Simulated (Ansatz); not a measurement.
# Relaxing phosphorus (A15)

Level of theory: Ansatz 0.2.0, DFT, BLYP, plane waves (420 eV) with PAW, scalar-relativistic. (PAW data from PBE, frozen cores regenerated.)

k-point mesh 5×5×5, Fermi-Dirac smearing 0.1 eV, no spin polarisation. Cell and atoms relax.

Starting structure:

```
CELL_PARAMETERS angstrom
4.95671 0.00000 0.00000
0.00000 4.95671 0.00000
0.00000 0.00000 4.95671
ATOMIC_POSITIONS crystal
P 0.00000 0.00000 0.00000
P 0.50000 0.50000 0.50000
P 0.25000 0.00000 0.50000
P 0.75000 0.00000 0.50000
P 0.50000 0.25000 0.00000
P 0.50000 0.75000 0.00000
P 0.00000 0.50000 0.25000
P 0.00000 0.50000 0.75000
```

Q: What cell does the relaxation end in?

A: Pm-3n with a = 5.144 Å; 17.02 Å³ per atom against 15.22 at the start (11.8 %).

Q: How much energy does the relaxation gain?

A: 44.7 meV per atom.
